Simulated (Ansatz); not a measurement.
Relaxed W$_{3}$N$_{4}$ (space group Pm-3m):

```xyz
7
Lattice="4.2154 0.0000 0.0000 0.0000 4.2154 0.0000 0.0000 0.0000 4.2154" Properties=species:S:1:pos:R:3 pbc="T T T"
N      2.1077     2.1077     2.1077
N      2.1077     0.0000     0.0000
N      0.0000     2.1077     0.0000
N      0.0000     0.0000     2.1077
W      2.1077     2.1077     0.0000
W      0.0000     2.1077     2.1077
W      2.1077     0.0000     2.1077
```

The atoms are displaced by Q × the pattern below (from a DFPT mode at Γ, largest move 1; Q in Å), at fixed cell. It is one choice among 3 degenerate patterns.

```
atom      x      y       z
----  -----  -----  ------
N1    0.000  0.000  -1.000
N2    0.000  0.000   0.413
N3    0.000  0.000   0.413
N4    0.000  0.000   0.112
W5    0.000  0.000  -0.355
W6    0.000  0.000   0.180
W7    0.000  0.000   0.180
```

These are PBE (plane waves to 420 eV, PAW, scalar-relativistic; Ansatz, a quantum-chemistry and plane-wave program) values and carry that method's errors. k mesh 11×11×11 (Γ-centred), Fermi-Dirac smearing 0.05 eV. E stands for the smeared free energy. Compression counts positive. With partly filled bands, energies and forces of such displacements shift with the k mesh and the smearing. Spin-orbit coupling is left out, though W is heavy. W3N4 is run without spin polarisation. W3N4 was relaxed with its symmetry unable to fall. ΔE is measured from the undisplaced structure.

| Q (Å) | P (GPa) | ΔE (meV/cell) | −dE/dQ from forces (eV/Å) |
|---|---|---|---|
| -0.440 | 4.6 | 276 | 5.536 |
| -0.367 | 2.7 | (withheld) | 3.009 |
| -0.293 | 1.4 | -180 | 1.076 |
| -0.220 | 0.6 | (withheld) | -0.389 |
| -0.147 | 0.2 | -139 | -1.217 |
| -0.073 | 0.0 | -47 | -1.124 |
| 0.000 | 0.0 | 0 | 0.000 |
| 0.073 | 0.0 | -47 | 1.124 |
| 0.147 | 0.2 | -139 | 1.217 |
| 0.220 | 0.6 | (withheld) | 0.389 |
| 0.293 | 1.4 | -180 | -1.076 |
| 0.367 | 2.7 | (withheld) | -3.009 |
| 0.440 | 4.6 | 276 | -5.536 |

Task: Fill in the missing entries.

Result: 
- -0.367, ΔE (meV/cell): -34
- -0.220, ΔE (meV/cell): -203
- 0.220, ΔE (meV/cell): -203
- 0.367, ΔE (meV/cell): -34

(For displaced atoms, the force is minus the slope of the energy, and its curvature is a force constant, which sets phonon frequencies.)
